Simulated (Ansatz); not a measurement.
# KPrBr₄: rattling a relaxed structure

The cell was found from a structure generator's guess, not taken from experiment.

Level of theory: DFT PBE, scalar-relativistic, plane waves, PAW, and for the lanthanide a 4f-in-core norm-conserving potential, in Ansatz. Cutoff 660 eV; k points 6×6×4 on the computed 6-atom cell (Γ-centred); Gaussian smearing, width 0.02 eV; no spin polarisation.

The cell below (6 atoms, space group P4/mmm (No. 123)) is relaxed within its symmetry.

```
K Pr Br
1.0
     5.14928    0.00000    0.00000
     0.00000    5.14928    0.00000
     0.00000    0.00000    7.88318
K Pr Br
1 1 4
Direct
  0.50000 0.50000 0.50000
  0.00000 0.00000 0.00000
  0.50000 0.00000 0.77838
  0.00000 0.50000 0.22162
  0.50000 0.00000 0.22162
  0.00000 0.50000 0.77838
```

For the test a repeat of it with 12 atoms (edges 5.15, 7.88, 10.30 Å) was strained at random (σ = 1.5 % a component), the atoms were moved at random (σ = 0.05 Å), and all was relaxed again on a coarse 4×2×2 mesh (in the run’s order of axes) with 0.10 eV smearing, with no symmetry imposed.

Q: Is the structure stable against such a distortion?

A: It returns, within 1 meV/atom of the unmoved cell on that mesh and with the same symmetry when read at 0.1 Å (Pm at 0.01 Å, so small strains and shifts remain). No instability shows in this cell; modes of other wave vectors, which need another repeat, aren't tested.

The lanthanide is trivalent by construction, without f bands, f moments or other valences.
